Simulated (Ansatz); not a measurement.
Space group I4/mcm (No. 140). a = 9.641 Å, b = 9.641 Å, c = 4.894 Å, α = 90.00°, β = 90.00°, γ = 90.00°
| atom | site | symmetry | x | y | z |
| --- | --- | --- | --- | --- | --- |
| Si | 4a | 422 | 0.0000 | 0.0000 | 0.7500 |
| Si | 8h | m.2m | 0.1672 | 0.6672 | 0.5000 |
| Mo | 4b | -42m | 0.0000 | 0.5000 | 0.7500 |
| Mo | 16k | m.. | 0.0769 | 0.2239 | 0.5000 |

Equation of state of this Si3Mo5 structure (not necessarily the ground state), with shape and atoms relaxed at each volume where symmetry leaves them free. It has no gap at any of these volumes. Computed with DFT r2SCAN, scalar-relativistic, plane waves, PAW in Ansatz.

Settings: cutoff 500 eV, Γ-centred mesh 8×8×8 on the computed 16-atom cell, Gaussian smearing of 0.10 eV; no spin polarisation.

| V (Å³/atom) | E − E(largest V) (meV/atom) | P (GPa) |
| --- | --- | --- |
| 12.511 | 108.12 | 42.81 |
| 12.937 | 12.51 | 29.41 |
| 13.364 | -50.15 | 18.00 |
| 13.790 | -84.74 | 8.28 |
| 14.217 | -95.41 | -0.01 |
| 14.643 | -85.68 | -7.07 |
| 15.070 | -58.61 | -13.07 |
| 15.638 | 0.00 | -19.67 |

Fit a third-order Birch–Murnaghan equation to E(V).

V0 = 14.22 Å³/atom, B0 = 254 GPa, B0' = 4.3.

Cost: 8 runs of about 77 core-minutes in all, on Intel Xeon Processor @ 2.70GHz (shared hosts).